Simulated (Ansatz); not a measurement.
Given:

BiPd:
```yaml
crystal:
  lattice:
    - [4.21855, 0.00000, 0.00000]
    - [-2.10927, 3.65337, 0.00000]
    - [0.00000, 0.00000, 5.58651]
  atoms:
    - { symbol: Bi, position: [0.33333, 0.66667, 0.25000] }
    - { symbol: Bi, position: [0.66667, 0.33333, 0.75000] }
    - { symbol: Pd, position: [0.00000, 0.00000, 0.50000] }
    - { symbol: Pd, position: [0.00000, 0.00000, 0.00000] }
```

This is the LDA-relaxed structure. x, y and z are the axes in which the lattice vectors are written.

**Question.** All from LDA (plane waves, PAW; program Ansatz), unless another level is named. Estimate the highest zone-centre frequency.

**Answer.** 192 cm⁻¹.

**Question.** Next, the Debye temperature from the elastic constants?

**Answer.** 185 K.

**Question.** Give the elastic constants (relaxed ions, GPa).

**Answer.** C11 = 141, C12 = 104, C13 = 96.7, C33 = 154, C44 = 44.7.

Space group P6_3/mmc (NiAs type). The first step of the workflow began from a Materials Project structure, measured or hypothetical; the Crystallography Open Database files this formula in space group No. 194, but the cells were not matched. Its standing as an ambient phase is unchecked. The cell was relaxed with LDA under the symmetry of its start; of distortions, only those at the zone centre were tested. The run is not spin-polarised. As this level gives no gap, shear constants depend on the k-mesh and smearing (Fermi–Dirac, 0.1 eV here). As this level gives no gap, phonon frequencies hold no LO–TO term and depend on the k-mesh and smearing (Fermi–Dirac, 0.1 eV here). Spin–orbit coupling is left out wherever it is not named.

Potentials: the later of the program's two PAW sets.
